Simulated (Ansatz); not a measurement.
A trial cell of TiMoSe4, before relaxation:

```yaml
crystal:
  lattice:
    - [3.42000, 0.00000, 0.00000]
    - [-1.71000, 2.96181, 0.00000]
    - [0.00000, 0.00000, 13.68000]
  atoms:
    - { symbol: Ti, position: [0.00000, 0.00000, 0.00000] }
    - { symbol: Mo, position: [0.33333, 0.66667, 0.50000] }
    - { symbol: Se, position: [0.33333, 0.66667, 0.11300] }
    - { symbol: Se, position: [0.66667, 0.33333, 0.88700] }
    - { symbol: Se, position: [0.00000, 0.00000, 0.37800] }
    - { symbol: Se, position: [0.00000, 0.00000, 0.62200] }
```

Computed with DFT PBE, scalar-relativistic, plane waves, PAW in Ansatz. Cutoff 420 eV, Gaussian smearing, Γ-centred meshes. Cell and atoms relax first on a coarse mesh, the cell is then made exact in the group found at 0.06 to 0.08 Å, and last on a converged mesh; the steps can't lower the symmetry of their start. Collinear spin, starting moments Ti 1.0; Mo 1.0 μB; the moments died out early, so the last step has no spin.

A guess keeps its type if space group and coordination stay and the shape of the cell changes little (axis ratios within about 15 %, angles within 6°); the volume may change.

Question: Does this structure survive the relaxation?

Answer: It keeps its type. The symmetry stays P3m1 (No. 156). The volume per atom grows by 5.4 %, from 23.1 to 24.4 Å³. The shortest distance goes from 2.51 Å (Ti–Se) to 2.54 Å (Ti–Se). The ratio c/a of the conventional cell changes by a factor of 1.07. Counting neighbours within 15 % of an atom's shortest distance, the start has Mo 6, Se 3, Ti 6 and the end Mo 6, Se 3, Ti 6.

Formation energies are uncorrected and refer to the elements' standard structures at the same level.

Question: At what energy does it end?

Answer: −0.88 eV/atom. It lies below the elements, which doesn't yet make it stable against other compounds or structures.

The last run used a 12×12×4 mesh (in the run's order of axes) for its 6-atom cell and Gaussian smearing of 0.10 eV. No dispersion correction is applied, so the spacing and binding between layers, chains or molecules are poorly described. The reference form of Se is held partly by dispersion forces, which this level lacks. A structure relaxed within its symmetry needn't be a true minimum.
